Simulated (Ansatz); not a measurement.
Input file for Ansatz (a first-principles code):

Ansatz 0.2 input:
```yaml
crystal:
  lattice:
    - [3.1271287391, 0.0, 0.0]
    - [-1.5635643695, 2.7081729289, 0.0]
    - [0.0, 0.0, 12.1576379072]
  atoms:
    - { symbol: W, position: [0.3333333333, 0.6666666667, 0.25] }
    - { symbol: W, position: [0.6666666667, 0.3333333333, 0.75] }
    - { symbol: S, position: [0.3333333333, 0.6666666667, 0.6215182562] }
    - { symbol: S, position: [0.6666666667, 0.3333333333, 0.3784817438] }
    - { symbol: S, position: [0.6666666667, 0.3333333333, 0.1215182562] }
    - { symbol: S, position: [0.3333333333, 0.6666666667, 0.8784817438] }
kpoints:
  mp_grid: { grid: [10, 10, 3] }
hamiltonian:
  xc: lda
  pseudopotentials: { azcp: { folder: ./paw }, kind: paw }
scf:
  occupations: { method: fixed }
phonons:
  method: dfpt
  response_accuracy: low
  eigenvectors: true
  rigid_motions: translations
  dielectric: true
  raman: true
```

Output (shortened):

```
Pseudopotential: W, paw, valence charge 14
Pseudopotential: S, paw, valence charge 6
Functional definition: SPW92
Crystal: 6 atoms, lattice volume = 102.961 Å³
Basis set: ecut = 420 eV, 2009 PW (Γ), exchange–correlation on 48×48×180 points (8 copies of the dense FFT grid, shifted against one another)
Bands: 32, of which v1, the nominal top of the filled ones, is band 26 counted from 1 (25 counted from 0)
Symmetry: 24 space group operations
k-points: 86 of 300 (irreducible under 2 space group operations, time reversal used)
SCF iter   1: F=—  HF=-23746.112548 eV  |F-HF|=—  |Δ(HF+E_count)|=         —  Δρ=4.14e-2  dr2=3.61e0  ethr=3.10e-3  ⟨swp⟩=5.0  Hψ=12716  notcnv=0  defer=213
preconditioner: auto → Resta (q_TF=auto, 2.435 Å⁻¹)
SCF iter   2: F=—  HF=-23745.349531 eV  |F-HF|=—  |Δ(HF+E_count)|=   7.63e-1  Δρ=2.35e-2  dr2=9.87e-1  ethr=3.10e-3  ⟨swp⟩=2.3  Hψ=4242  notcnv=0  defer=304
SCF iter   3: F=—  HF=-23745.067897 eV  |F-HF|=—  |Δ(HF+E_count)|=   2.82e-1  Δρ=5.67e-3  dr2=6.72e-2  ethr=1.90e-3  ⟨swp⟩=2.7  Hψ=4307  notcnv=0  defer=293
SCF iter   4: F=—  HF=-23745.057199 eV  |F-HF|=—  |Δ(HF+E_count)|=   1.07e-2  Δρ=2.58e-3  dr2=8.52e-3  ethr=1.29e-4  ⟨swp⟩=2.9  Hψ=4340  notcnv=0  defer=340
SCF iter   5: F=—  HF=-23745.055865 eV  |F-HF|=—  |Δ(HF+E_count)|=   1.33e-3  Δρ=5.22e-4  dr2=1.05e-3  ethr=1.64e-5  ⟨swp⟩=2.5  Hψ=4210  notcnv=0  defer=344
SCF iter   6: F=—  HF=-23745.055760 eV  |F-HF|=—  |Δ(HF+E_count)|=   1.06e-4  Δρ=1.71e-4  dr2=4.21e-5  ethr=2.02e-6  ⟨swp⟩=2.0  Hψ=3726  notcnv=0  defer=333
SCF iter   7: F=—  HF=-23745.055766 eV  |F-HF|=—  |Δ(HF+E_count)|=   6.30e-6  Δρ=4.15e-5  dr2=2.38e-6  ethr=8.09e-8  ⟨swp⟩=2.0  Hψ=4061  notcnv=0  defer=265
SCF iter   8: F=—  HF=-23745.055768 eV  |F-HF|=—  |Δ(HF+E_count)|=   2.01e-6  Δρ=5.48e-6  dr2=3.88e-8  ethr=4.58e-9  ⟨swp⟩=2.3  Hψ=4236  notcnv=0  defer=185
SCF iter  10: F=-23745.055768 eV  HF=-23745.055768 eV  |F-HF|=1.46e-11  |Δ(HF+E_count)|=  7.28e-12  Δρ=1.48e-7  dr2=2.99e-11  ethr=1.00e-12  ⟨swp⟩=15.9  Hψ=21449  notcnv=0
SCF 1 converged in 10 iterations: F = -23745.055768 eV  dr2 = 2.99e-11
NSCF: frozen V_eff on 5 k-points
DFPT response loops at Γ: preconditioner auto → Resta (q_TF=auto, 2.435 Å⁻¹)  ε∞=8.1 (no band partly filled) …
── the response to a field inside a basis, on 12×12×4 k-points: an SCF that follows is theirs, and a resumed run solves both again ──
Crystal: 6 atoms, lattice volume = 102.961 Å³
Bands: 27, of which v1, the nominal top of the filled ones, is band 26 counted from 1 (25 counted from 0)
k-points: 84
SCF iter   1: F=—  HF=-23745.015251 eV  |F-HF|=—  |Δ(HF+E_count)|=         —  Δρ=1.95e-4  dr2=9.49e-6  ethr=1.00e-1
preconditioner: auto → Resta (q_TF=auto, 2.435 Å⁻¹)
SCF iter   2: F=—  HF=-23745.015252 eV  |F-HF|=—  |Δ(HF+E_count)|=   1.11e-6  Δρ=1.06e-4  dr2=3.06e-6  ethr=1.82e-8
SCF iter   3: F=—  HF=-23745.015253 eV  |F-HF|=—  |Δ(HF+E_count)|=   4.88e-7  Δρ=8.82e-6  dr2=1.71e-7  ethr=5.89e-9
SCF iter   4: F=—  HF=-23745.015253 eV  |F-HF|=—  |Δ(HF+E_count)|=   2.32e-8  Δρ=4.09e-6  dr2=1.06e-8  ethr=3.29e-10
SCF iter   5: F=—  HF=-23745.015253 eV  |F-HF|=—  |Δ(HF+E_count)|=  4.11e-10  Δρ=4.35e-7  dr2=1.93e-10  ethr=2.03e-11
SCF iter   6: F=-23745.015253 eV  HF=-23745.015253 eV  |F-HF|=3.64e-12  |Δ(HF+E_count)|=  2.18e-11  Δρ=7.34e-8  dr2=8.46e-12  ethr=1.00e-12
SCF 1 converged in 6 iterations: F = -23745.015253 eV  dr2 = 8.46e-12
DFPT response loops at Γ: preconditioner auto → Resta (q_TF=auto, 2.435 Å⁻¹)  ε∞=7.8 (no band partly filled) …
DFPT response loops at Γ: mixed as the last ones told, above
SCF converged after 10 iterations
Free energy (F): -23745.055768 eV
Harris-Foulkes:  -23745.055768 eV  (|F-HF|=1.46e-11)
Internal energy: -23745.055768 eV  (E = F + TS)
E sigma→0 (E₀):  -23745.055768 eV
Fermi energy:    12.000550 eV
--- Per-component energies (eV) ---
  E_band       = -361.679799
  E_kinetic    = 1276.537409
  E_local      = -3332.624970  (includes V_loc(G=0)·N_el)
  E_nonlocal   = 103.947879
  E_hartree    = 1382.887682
  E_xc         = -888.029321
  E_vxc        = -799.351870  (∫ρ·V_xc dr)
  E_paw        = -18956.849374  (= ΣΔE_a)
  E_vpaw       = -375.963655  (= ΣTr[D̂ρ^β])
  E_aug_tail   = 0.000302  (compensation charges beyond the density's cutoff)
  E_ewald      = -3332.104664
  E_core_change = 1.179289  (= ΣΔE_core)
  E_smearing   =  0.000000  (= −TS)
  E_closure    = 0.000000  (closes the sum)
  Σ components = -23745.055768   (vs F -23745.055768, Δ=0.00e0)
  [band-id]    e_kinetic+e_local+e_nonlocal+2·e_hartree+e_vxc+e_vpaw+e_augmentation_tail = -361.679541   (vs E_band -361.679799, Δ=2.57e-4)
--- Band table (eV; the first three rows and the last of 86) ---
  k-point 0: bands = ["-62.5424", "-62.5424", "-26.8387", "-26.8387", "-26.6202", "-26.6202", "-26.6202", "-26.6202", "-3.8045", "-3.5360", "-2.2031", "-1.6841", "4.1077", "5.2956", "7.9395", "8.4064", "8.4064", "8.4214", "8.4214", "9.6898", "9.6898", …
  k-point 1: bands = ["-62.5424", "-62.5424", "-26.8387", "-26.8387", "-26.6202", "-26.6202", "-26.6202", "-26.6202", "-3.7487", "-3.6171", "-2.0635", "-1.8070", "4.3501", "4.9210", "8.4101", "8.4101", "8.4176", "8.4176", "8.4689", "9.5176", "9.7049", …
  k-point 2: bands = ["-62.5403", "-62.5403", "-26.8314", "-26.8313", "-26.6603", "-26.6603", "-26.6295", "-26.6295", "-3.6265", "-3.3577", "-2.1270", "-1.6305", "4.3172", "5.5036", "7.6890", "7.9673", "7.9982", "8.5774", "8.6024", "9.0712", "9.4161", …
  k-point 85: bands = ["-62.5205", "-62.5205", "-26.9626", "-26.9626", "-26.7836", "-26.7836", "-26.7616", "-26.7616", "-1.4161", "-1.3488", "-1.1223", "-1.0524", "5.2077", "5.3191", "5.7845", "5.8448", "6.8031", "6.9628", "7.5862", "7.8316", "8.1191", …
--- Phonons (Γ-DFPT): 4 representative perturbations + reference, on 86 of 300 k-points (Σ response iterations 12) ---
  ASR residual: 9.170e-5 → 0.000e0 eV/Å²; symmetrization residual: 6.665e-5 eV/Å²
  ASR residual per site (eV/Å²): 5.63e-5 5.63e-5 9.17e-5 9.17e-5 9.17e-5 9.17e-5
  Γ frequencies (cm⁻¹): 0.00 0.00 0.00 28.13 28.13 43.74 297.45 297.45 299.91 299.91 358.05 358.05 358.10 358.10 418.89 422.78 437.75 441.38
  ε∞ (high-frequency dielectric tensor):
       14.071637     0.000000     0.000000
        0.000000    14.071637     0.000000
        0.000000     0.000000     6.781101
  ε⁰ (static dielectric tensor: ions relaxed, cell fixed):
       14.150766     0.000000     0.000000
        0.000000    14.150766     0.000000
        0.000000     0.000000     6.818400
  ε⁰ − ε∞ (ionic part):
        0.079128     0.000000     0.000000
        0.000000     0.079128     0.000000
        0.000000     0.000000     0.037299
  softest optical mode at Γ: 28.13 cm⁻¹; the repairs (sum rule, projections) moved no ω² at Γ by more than (3.31 cm⁻¹)²
  Born effective charges Z* (e; rows j = field, columns β = displacement):
    site 0:
        -0.71040    0.00000    0.00000
         0.00000   -0.71040    0.00000
         0.00000    0.00000   -0.59622
    site 1:
        -0.71040    0.00000    0.00000
         0.00000   -0.71040    0.00000
         0.00000    0.00000   -0.59622
    site 2:
         0.35520    0.00000    0.00000
         0.00000    0.35520    0.00000
         0.00000    0.00000    0.29811
    site 3:
         0.35520    0.00000    0.00000
         0.00000    0.35520    0.00000
         0.00000    0.00000    0.29811
    site 4:
         0.35520    0.00000    0.00000
         0.00000    0.35520    0.00000
         0.00000    0.00000    0.29811
    site 5:
         0.35520    0.00000    0.00000
         0.00000    0.35520    0.00000
         0.00000    0.00000    0.29811
  Z* charge neutrality: 7.507e-3 e pre-enforcement
  solved inside a basis spanned on kpoints, on 12×12×4 k-points transformed towards the longest dipole …
  Raman tensors (in the event stream and the table raman_tensors.tsv) …
  optical modes at Γ without the LO–TO term, one row a degenerate level:
      ω (cm⁻¹)  modes    IR ((D/Å)²/amu)  static Raman (Å⁴/amu)  depolarisation
         28.13      2             0.0000                 2.4753           0.750
         43.74      1             0.0000                 0.0000               —
        297.45      2             0.0000                 0.0000               —
        299.91      2             0.0000                 3.5369           0.750
        358.05      2             0.0000               847.6360           0.750
        358.10      2             0.9797                 0.0000               —
        418.89      1             0.0000                 0.0000               —
        422.78      1             0.0000              1657.4197           0.099
        437.75      1             0.3450                 0.0000               —
        441.38      1             0.0000                 0.0000               —
  optical modes at Γ + LO–TO along q̂ = [1.0000, 0.0000, 0.0000]:
      ω (cm⁻¹)  modes    IR ((D/Å)²/amu)  static Raman (Å⁴/amu)  depolarisation
         28.13      2             0.0000                 2.4753           0.750
         43.74      1             0.0000                 0.0000               —
        297.45      2             0.0000                 0.0000               —
        299.91      2             0.0000                 3.5369           0.750
        358.05      2             0.0000               847.6360           0.750
        358.10      1             0.4898                 0.0000               —
        359.10      1             0.4898                 0.0000               —
        418.89      1             0.0000                 0.0000               —
        422.78      1             0.0000              1657.4197           0.099
        437.75      1             0.3450                 0.0000               —
        441.38      1             0.0000                 0.0000               —
  optical modes at Γ + LO–TO along q̂ = [0.0000, 1.0000, 0.0000]:
      ω (cm⁻¹)  modes    IR ((D/Å)²/amu)  static Raman (Å⁴/amu)  depolarisation
         28.13      2             0.0000                 2.4753           0.750
         43.74      1             0.0000                 0.0000               —
        297.45      2             0.0000                 0.0000               —
        299.91      2             0.0000                 3.5369           0.750
        358.05      2             0.0000               847.6360           0.750
        358.10      1             0.4898                 0.0000               —
        359.10      1             0.4898                 0.0000               —
        418.89      1             0.0000                 0.0000               —
        422.78      1             0.0000              1657.4197           0.099
        437.75      1             0.3450                 0.0000               —
        441.38      1             0.0000                 0.0000               —
  optical modes at Γ + LO–TO along q̂ = [0.0000, 0.0000, 1.0000]:
      ω (cm⁻¹)  modes    IR ((D/Å)²/amu)  static Raman (Å⁴/amu)  depolarisation
         28.13      2             0.0000                 2.4753           0.750
         43.74      1             0.0000                 0.0000               —
        297.45      2             0.0000                 0.0000               —
        299.91      2             0.0000                 3.5369           0.750
        358.05      2             0.0000               847.6360           0.750
        358.10      2             0.9797                 0.0000               —
        418.89      1             0.0000                 0.0000               —
        422.78      1             0.0000              1657.4197           0.099
        438.95      1             0.3450                 0.0000               —
        441.38      1             0.0000                 0.0000               —
```

Cost: around 15 core-minutes (rough) on shared cores.

Space group P6_3/mmc. Symmetry was held in the LDA relaxation; phonons on a q-mesh show no instability. No spin polarisation was allowed. A crystal of weakly bound layers computed without a dispersion correction: the cell and the soft elastic constants depend strongly on that. Spin–orbit coupling is left out wherever it is not named.

Potentials: the earlier of the program's two PAW sets.

Ansatz is a plane-wave DFT program.
